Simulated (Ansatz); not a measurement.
GaGe (F-43m), two-dimensional strain map

Level of theory: DFT PBE, scalar-relativistic, plane waves, PAW (Ansatz 0.2.0). Settings: plane waves to 420 eV, k-mesh 14×14×14 (Γ-centred), Gaussian smearing 0.15 eV. No spin polarisation. Energies are free energies at this smearing, counted from the undisturbed cell; pressure is positive in compression.

The starting cell (as given, not relaxed at this level; it stands at 0.1 GPa, and it needn't be the usual structure):

```
Ga Ge
1.0
     0.00000    2.89784    2.89784
     2.89784    0.00000    2.89784
     2.89784    2.89784    0.00000
Ga Ge
1 1
Direct
  0.75000 0.75000 0.75000
  0.00000 0.00000 0.00000
```

The cell is strained by p along both x and y and by q along z, fractional coordinates fixed. Points are written (p, q).

Energy above the undisturbed cell in meV/atom (a dash: not computed):

```csv
p \ q,-0.030,0.000,0.030
-0.030,35.0,15.0,2.8
0.000,3.8,0.0,2.5
0.030,2.7,11.3,–
```

Pressure in GPa:

| p \ q | -0.030 | 0.000 | 0.030 |
| --- | --- | --- | --- |
| -0.030 | 5.6 | 3.5 | 1.7 |
| 0.000 | 1.7 | 0.1 | -1.3 |
| 0.030 | -1.3 | -2.4 | – |